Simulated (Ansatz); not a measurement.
A geometry of B away from equilibrium: step 5 of the relaxation of a relaxed B cell displaced along its unstable phonon at q = (½, ½, 0) of its primitive reciprocal cell (149i cm⁻¹), largest move 0.15 Å. The numbers are results of r2SCAN (plane waves to 500 eV, PAW, scalar-relativistic; Ansatz, a first-principles code), not measurements. Γ-centred k-mesh 17×17×17 on the run's cell (coarser than for final values), Fermi–Dirac smearing 0.05 eV. The plane waves were selected for a different cell earlier on the path.

```yaml
crystal:
  lattice:
    - [3.79668, 0.00000, 0.00000]
    - [1.89834, 1.89834, 0.00000]
    - [0.00000, 0.00000, 1.76692]
  atoms:
    - { symbol: B, position: [0.00000, 0.00000, 0.10775] }
    - { symbol: B, position: [0.50000, 0.00000, 0.89225] }
```

### Question
What forces act on the atoms (eV/Å)?

### Answer
| atom | Fx | Fy | Fz |
|---|---|---|---|
| B1 | 0.00 | 0.00 | 0.45 |
| B2 | 0.00 | 0.00 | -0.45 |

The path ends in I4/mmm (No. 139). No spin polarisation in the result. The relaxed primitive cell holds an odd number of electrons. A magnetic state may lie lower. Without a van der Waals term the distances between weakly bound units are poorly fixed.

The run could not lose the symmetry of its start: the end is stationary, and may be a saddle point rather than a minimum.

The end of the path is a generated cell of B: the first start was made by placing the elements on the sites of a structure type, and the end was not matched to a known phase here, so it may be hypothetical.
